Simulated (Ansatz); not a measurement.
Ti$_{5}$Ge$_{3}$ in space group P6_3/mcm (No. 193; Ge on 6g, Ti on 4d, Ti on 6g) at seven volumes, PBEsol in the plane-wave PAW code Ansatz, shape and atoms relaxed at each. One row is withheld.

```tsv
V (Å³/atom)	P (GPa)
14.251	16.23
14.720	9.95
15.190	?
15.660	0.00
16.130	-3.91
16.600	-7.25
17.069	-10.08
```

Fit the shown pressures and predict the withheld one.

Third-order Birch–Murnaghan: P = (3/2)B₀(x^(7/2) − x^(5/2))[1 + (3/4)(B′ − 4)(x − 1)] with x = (V₀/V)^(2/3). Least squares on the six rows gives V₀ = 15.660 Å³/atom, B₀ = 140.7 GPa, B′ = 4.28. At V = 15.190, x = 1.0205 and P = 4.58 GPa. The run itself gave 4.58 GPa.

The workflow started from an entry of the Crystallography Open Database (COD). Its standing as an ambient phase is unchecked. The PBEsol relaxation kept the symmetry of its start; whether a distortion lowers the energy is not shown. No spin polarisation was allowed.

Potentials: the later of the program's two PAW sets.
